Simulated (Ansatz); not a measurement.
**IrAs in the PtS-type structure**

Method: PBEsol, scalar-relativistic; no spin polarisation; PAW, 420 eV, Γ-centred 8×8×8 mesh, 0.05 eV Gaussian smearing; code Ansatz. The datasets are Ansatz's generated set soft_2.

```
Ir As
1.0
     2.91620    0.00000    0.00000
     0.00000    2.91620    0.00000
     0.00000    0.00000    7.75431
Ir As
2 2
Cartesian
  0.0000 1.4581 0.0000
  1.4581 0.0000 3.8772
  0.0000 0.0000 1.9386
  0.0000 0.0000 5.8157
```

The start was a prototype's sites filled with these elements, not a measured cell.

Cell and atoms are those of this level's equilibrium.

The cell has space group P4_2/mmc (read at 0.01 Å). In it the stress is 0.00, 0.00, 0.00, 0.00, 0.00, 0.00 GPa and the largest force component 0.000 eV/Å. Each change below starts from this cell, without further relaxation. Stress is in GPa, positive in compression, in the order xx, yy, zz, yz, xz, xy; energies are counted from the cell above and are free energies with the smearing's entropy, which match forces and stress in a metal.

Task: What happens when atom 1 (Ir) is moved by 0.05 Å along y?

Result: The energy changes by 10.3 meV per cell, and the force on it along the shift is -0.411 eV/Å (−F/u = 8.22 eV/Å²). Stress: 0.02, 0.04, 0.27, 0.00, 0.00, 0.00.
```
atom  Fx (eV/Å)      Fy      Fz
 Ir1      0.000  -0.411   0.000
 Ir2      0.000   0.051   0.000
 As3      0.000   0.180   0.028
 As4      0.000   0.180  -0.028
```
In a harmonic crystal the energy would rise by −½F·u = ½ × 8.22 × 0.05² eV = 10.3 meV, which matches.

Task: What stress follows from an engineering strain of -1 % in yy, atoms carried along?

Result: 0.53, 3.11, 1.40, 0.00, 0.00, 0.00 GPa; the energy changes by 6.3 meV per cell.
```tsv
atom	Fx (eV/Å)	Fy	Fz
Ir1	0.000	0.000	0.000
Ir2	0.000	0.000	0.000
As3	0.000	0.000	0.157
As4	0.000	0.000	-0.157
```
The change of the stress over the strain gives a clamped-atom stiffness of about 311 GPa for this component, a secant value that lies under the elastic constant in tension and over it in compression, by several per cent for each per cent of strain.
In a harmonic crystal the energy would rise by V(½Cε² − σ₀ε), with σ₀ the stress of the unstrained cell, = 6.4 meV, which matches.

No spin–orbit coupling, a notable omission for heavy elements.
